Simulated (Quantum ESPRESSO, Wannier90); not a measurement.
PbI₂ (CdI2 type), plane waves to Wannier functions

```xyz
3
Lattice="4.6127 0.0000 0.0000 -2.3063 3.9947 0.0000 0.0000 0.0000 7.2570" Properties=species:S:1:pos:R:3 pbc="T T T"
Pb     0.0000     0.0000     0.0000
I     -2.3063     1.3316    -1.8799
I      2.3063    -1.3316     1.8799
```

Materials Project entry mp-22893; symmetrised, unrelaxed at this level. COD (Crystallography Open Database) has the formula in 4 space groups, this one among them (matched by group alone). Computed values, not measurements, from PBEsol: Quantum ESPRESSO (norm-conserving PseudoDojo potentials, cutoff 56 Ry, spinors with spin-orbit coupling) on a Γ-centred 6×6×4 mesh, then Wannier90. Density: 12×12×4 mesh, cold smearing 0.01 Ry.

Bands 11-28 form an isolated set from -12.09 to 0.00 eV relative to the valence-band maximum (on the path) and are turned into 18 Wannier functions by minimising the spread from the start: SCDM (isolated).

Where do the functions sit, how wide are they and what are they made of?


```
functions  spread (Å²)  nearest atom, distance (Å)  second atom, distance (Å)            weight on atomic waves
---------  -----------  --------------------------  -------------------------  --------------------------------
12                2.16                      I 0.76                    Pb 2.51  I 5p 67 %, I 5s 18 %, Pb 6p 14 %
4                 1.97                      I 0.47                    Pb 3.55              I 5p 57 %, I 5s 40 %
2                 2.16                     Pb 0.00                     I 3.26                        Pb 6s 98 %
```

Ω_I = 33.59 Å², Ω_total = 38.06 Å²; the interpolated bands follow pw.x to 2.0 meV rms on the path. It is the lowest total spread that any start reached here.
